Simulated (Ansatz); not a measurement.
The start is a relaxed ZrO2 cell with every coordinate shifted by Gaussian noise of σ = 0.2 Å. Cell shape, volume and atoms are optimised at zero target pressure with PBEsol (plane waves to 420 eV, PAW, scalar-relativistic; Ansatz, a quantum-chemistry and plane-wave program). First-step values are on the input's coarse k-mesh.

Ansatz input (later rounds restart from its end on a renewed k-mesh):
Ansatz 0.2 input:
```yaml
crystal:
  lattice:
    - [3.584461124, 0, 0]
    - [0, 3.584461124, 0]
    - [0, 0, 5.1787230199]
  atoms:
    - { symbol: Zr, position: [-0.0007630813, 0.0053965747, 0.0051380229] }
    - { symbol: Zr, position: [0.5681311374, 0.4207886742, 0.5031645448] }
    - { symbol: O, position: [-0.014528672, 0.4444378167, 0.252802257] }
    - { symbol: O, position: [-0.0350661707, 0.4598954086, 0.7279465734] }
    - { symbol: O, position: [0.3897005079, 0.0341730386, 0.2674147839] }
    - { symbol: O, position: [0.5767196633, -0.0238764037, 0.8233819779] }
basis: { ecutwfc: 420, ecutrho_ratio: 4, xc_grid: 2, fft_grid_basis: typed }
kpoints: { mp_grid: { grid: [7, 7, 5] } }
hamiltonian:
  xc: pbesol
  dispersion: none
  pseudopotentials: { azcp: { folder: ./paw }, kind: paw }
scf: { occupations: { method: fermi_dirac, width: 0.05 } }
relax: { f_tol: 0.01, max_steps: 100, cell: { stress_tol: 0.02 } }
output: { forces: true, stress: true }
```

**Question.** How much energy is released per atom?

**Answer.** 0.67 eV/atom.

**Question.** Does it find its way back to the structure it was made from?

**Answer.** It relaxes back to the parent, P4₂/nmc (No. 137).

**Question.** How do the shortest distances between atoms change?

**Answer.** The closest pairs of elements (up to four, under 3.6 Å), start → end: O–Zr 1.79 → 2.07 Å; O–O 2.07 → 2.58 Å; Zr–Zr 3.36 → 3.58 Å.

**Question.** What band gap does the relaxed structure have at this level?

**Answer.** 4.00 eV, indirect (valence top at 56 % of the way from M to Γ, conduction bottom at Γ) (no spin-orbit coupling).

Final values are on a 9×9×7 k-mesh of the relaxed cell. The start holds a very short contact (Zr–O 1.79 Å). No spin polarisation in the result.
